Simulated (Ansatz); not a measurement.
This cell of ZnS (zinc blende) is off equilibrium:

```yaml
crystal:
  lattice:
    - [0.00000, 2.67833, 2.67833]
    - [2.67833, 0.00000, 2.67833]
    - [2.67833, 2.67833, 0.00000]
  atoms:
    - { symbol: S, position: [0.75000, 0.75000, 0.75000] }
    - { symbol: Zn, position: [0.14375, 0.85625, 0.00000] }
```

All values below come from PBEsol (plane waves to 420 eV, PAW, scalar-relativistic; Ansatz, a quantum-chemistry and plane-wave program). k mesh 9×9×9 (Γ-centred), Fermi-Dirac smearing 0.05 eV. The energy includes the smearing's −TS. Stress and pressure are positive under compression. ZnS was relaxed with its symmetry unable to fall.

**Question.** Predict the force on every atom, in eV/Å.

**Answer.** 
| atom | Fx | Fy | Fz |
|---|---|---|---|
| S1 | -3.496 | 3.496 | 4.367 |
| Zn2 | 3.496 | -3.496 | -4.367 |

**Question.** Give the stress tensor in GPa and the pressure.

**Answer.** 
```
    8.3    -12.1    -15.7
  -12.1      8.3     15.7
  -15.7     15.7     19.9
```
The pressure, a third of the trace, is 12.2 GPa.

**Question.** In it atom 2 sits (-0.385, 0.385, 0.000) Å away from its relaxed site. What is its energy relative to the relaxed cell?

**Answer.** 1133 meV/cell.

(A displaced cell: forces are minus the slopes of the energy, force constants its curvatures, and phonons follow from these.)
